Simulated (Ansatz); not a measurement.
TiB₂:
```cif
data_B2Ti
_chemical_formula_sum 'Ti1 B2'
_space_group_name_H-M_alt 'P6/mmm'
_space_group_IT_number 191
_space_group_name_Hall '-P 6 2'
_cell_length_a 2.99352
_cell_length_b 2.99352
_cell_length_c 3.16043
_cell_angle_alpha 90.000
_cell_angle_beta 90.000
_cell_angle_gamma 120.000
loop_
_atom_site_label
_atom_site_type_symbol
_atom_site_symmetry_multiplicity
_atom_site_Wyckoff_symbol
_atom_site_fract_x
_atom_site_fract_y
_atom_site_fract_z
_atom_site_occupancy
Ti1 Ti 1 a 0.00000 0.00000 0.00000 1
B1 B 2 d 0.33333 0.66667 0.50000 1
```

Relaxed at zero pressure with the program Ansatz at the LDA level (PAW).

**Question.** The volume is lowered by 9 % and shape and atoms relax at that volume. What pressure results, and how do the axes share the change?

**Answer.** 31.4 GPa; a -2.7 %, b -2.7 %, c -3.8 %; the energy rises by 67 meV/atom.

**Question.** Give the new structure.

**Answer.** 
Space group P6/mmm (No. 191); a = b = 2.9115 Å, c = 3.0402 Å, α = β = 90.00°, γ = 120.00°

| atom | site | symmetry | x | y | z |
|---|---|---|---|---|---|
| Ti | 1a | 6/mmm | 0.0000 | 0.0000 | 0.0000 |
| B | 2d | -6m2 | 0.3333 | 0.6667 | 0.5000 |

The phase is kept; no other phase was compared at this pressure.

The LDA relaxation kept the symmetry of its start. No spin polarisation was allowed.

Potentials: the earlier of the program's two PAW sets. The files were generated under PBE; for other functionals the program regenerates the frozen cores, and for LDA and PBEsol the local potential too.
